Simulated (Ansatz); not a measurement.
SrTiO$_{3}$:
```
SrTiO3
1.0
    3.93640     0.00000     0.00000
    0.00000     3.93640     0.00000
    0.00000     0.00000     3.93640
Sr Ti O
1 1 3
Direct
  0.50000   0.50000   0.50000
  0.00000   0.00000   0.00000
  0.50000   0.00000   0.00000
  0.00000   0.50000   0.00000
  0.00000   0.00000   0.50000
```

Relaxed with PBE.

Problem. Map the electron localisation function on the plane through (0.500, 0.500, 0.500) spanned by u = [1, 0, 0] and v = [0, 1, 1] in lattice vectors, from the program Ansatz at the PBE level (PAW).

Solution. x is the fraction of u, y of v (the angle between them is 90°; rows are the nearest grid lines); atoms in the plane: Sr at (0.00, 0.00), Ti at (0.50, 0.50), O at (0.00, 0.50).
```
|  *@@%=       =%@@*  |
| :#@@%-       -%@@#: |
|*#@@@#:       :#@@@#*|
|@@@%+.         .+%@@@|
|%#*-.           .-*#%|
|::.               .::|
|                     |
|**+-.           .-+**|
|@%%*-.  .-=-.  .-*%%@|
|@@@%+. :+###+: .+%@@@|
|%%@@*.:+#*+*#+:.*@@%%|
|=*%@#:-#*: :*#-:#@%*=|
|=*%@#:-#*: :*#-:#@%*=|
|%%@@*.:+#*+*#+:.*@@%%|
|@@@%+. :+###+: .+%@@@|
|@%%*-.  .-=-.  .-*%%@|
|**+-.           .-+**|
|                     |
|::.               .::|
|%#*-.           .-*#%|
|@@@%+.         .+%@@@|
|*#@@@#:       :#@@@#*|
| :#@@%-       -%@@#: |
|  *@@%=       =%@@*  |
```
Scale: ten equal steps from 0.008 (start of ' ') to 0.866 (end of '@'), in the order ' .:-=+*#%@'; x runs from 0.000 to 1.00, y from 0.000 (bottom) to 1.00 (top).

The density is the valence pseudo-density with augmentation charge, so density and ELF within about 1 Å of a nucleus are not all-electron values.

Space group Pm-3m (cubic perovskite). The cell was relaxed with PBE under the symmetry of its start. At this level the phase is dynamically unstable (imaginary phonons). The run is not spin-polarised.

Potentials: the later of the program's two PAW sets.
